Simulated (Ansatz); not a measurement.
Nb:
```
Nb
1.0
   -1.65120     1.65120     1.65120
    1.65120    -1.65120     1.65120
    1.65120     1.65120    -1.65120
Nb
1
Direct
  0.00000   0.00000   0.00000
```

Relaxed with r²SCAN. Special points in fractions of this cell's reciprocal vectors: Γ (0.000, 0.000, 0.000); H (0.500, -0.500, 0.500); N (0.000, 0.000, 0.500); P (0.250, 0.250, 0.250).

Problem. List the band energies nearest the Fermi level at these points for plane-wave PAW r²SCAN with spin–orbit coupling (Ansatz code).

Solution. In eV from the Fermi level; about four levels below and three above (degenerate sets whole), none deeper than 8.9 eV; points with the same levels are listed once.

```
k                    below                above
-  -----------------------  -------------------
Γ              -6.26 -6.26  0.41 0.41 0.41 0.41
H  -3.89 -3.89 -3.89 -3.89  5.82 5.82 5.82 5.82
N  -3.90 -3.90 -1.71 -1.71  2.26 2.26 3.59 3.59
P  -1.13 -1.13 -1.13 -1.13  4.46 4.46 4.46 4.46
```

Space group Im-3m (bcc (W type)). The cell was relaxed with r²SCAN under the symmetry of its start. No spin polarisation was allowed.

Potentials: the earlier of the program's two PAW sets.
